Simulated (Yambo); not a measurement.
Yambo run on a free-standing CdO2H2 monolayer (symmetry P-3m1, slab cell 17.3 Å high). The wavefunctions come from this Quantum ESPRESSO step (PBEsol, PseudoDojo standard norm-conserving files, scalar-relativistic):

```
&CONTROL
  calculation = 'nscf'
  pseudo_dir = './pseudo'
  outdir = './out'
/
&SYSTEM
  ibrav = 0
  nat = 5
  ntyp = 3
  ecutwfc = 102.0
  ecutrho = 408.0
  occupations = 'fixed'
  force_symmorphic = .true.
  nbnd = 173
  assume_isolated = '2D'
/
&ELECTRONS
  conv_thr = 5e-09
  diago_full_acc = .true.
  diago_thr_init = 1e-08
/
ATOMIC_SPECIES
H 1.0080 H.upf
O 15.9990 O.upf
Cd 112.4140 Cd.upf
CELL_PARAMETERS angstrom
  3.509268713054   0.000000000000   0.000000000000
 -1.754634356527   3.039115854211   0.000000000000
  0.000000000000   0.000000000000  17.300000000000
ATOMIC_POSITIONS crystal
H   0.666666667000   0.333333333000  -0.118460651100
H   0.333333333667   0.666666666333   0.118460651100
O   0.666666667000   0.333333333000  -0.062637665900
O   0.333333333667   0.666666666333   0.062637665900
Cd   0.000000000333   0.000000000000   0.000000000000
K_POINTS automatic
6 6 1 0 0 0
```

Yambo input:

```
rim_cut
gw0
dyson
el_el_corr
HF_and_locXC
ppa
em1d
rim_w
RandQpts= 1000000
RandGvec= 2 Ry
CUTGeo= "slab z"
EXXRLvcs= 102 Ry
VXCRLvcs= 408 Ry
Chimod= "HARTREE"
% BndsRnXp
 5 | 172 |
%
NGsBlkXp= 8 Ry
% LongDrXp
 1.0 | 1.0 | 0.0 |
%
RandGvecW= 1000 mRy
PPAPntXp= 27.2114 eV
% GbndRnge
 1 | 172 |
%
GTermKind= "BG"
DysSolver= "n"
ExtendOut
% QPkrange
 1 | 1 | 17 | 18 |
 4 | 4 | 17 | 18 |
 7 | 7 | 17 | 18 |
%
```

k points by index: 1 = Γ, 4 = M, 7 = K.

The o-*.qp file then holds:

```
#    K-point    Band    Eo [eV]    E [eV]    E-Eo [eV]    Vxc [eV]    Vnlxc [eV]    Sc|Eo [eV]    Sc|E [eV]    dSc/dw|Eo [eV]    Re(Z)    Im(Z)
#
    1    17    0.000000    -1.616288    -1.616288    -21.64585    -27.43358    3.777624    4.171444    -6.629626    0.804093    -0.001371
    1    18    2.263296    3.381306    1.118010    -8.667753    -5.285102    -2.120984    -2.264641    -3.496229    0.886144    -0.874515E-3
    4    17    -0.027145    -1.622452    -1.595307    -21.27987    -27.05186    3.784357    4.176680    -6.691275    0.802630    -0.001394
    4    18    6.193360    7.513000    1.319640    -7.258553    -3.423487    -2.346947    -2.515426    -3.472960    0.886806    -0.003053
    7    17    -1.123577    -2.936253    -1.812676    -20.15525    -26.19727    3.784671    4.229343    -6.674680    0.803023    -0.001408
    7    18    7.289037    9.617380    2.328344    -16.24302    -10.38897    -3.086439    -3.525703    -5.133813    0.841275    0.002157
```
(The two width columns are left out.) Convergence of these settings isn't established.

Spin-orbit coupling is not included.

Geometry relaxed with PBEsol.

This is a model layer cut from the bulk structure; whether it is stable on its own was not checked.
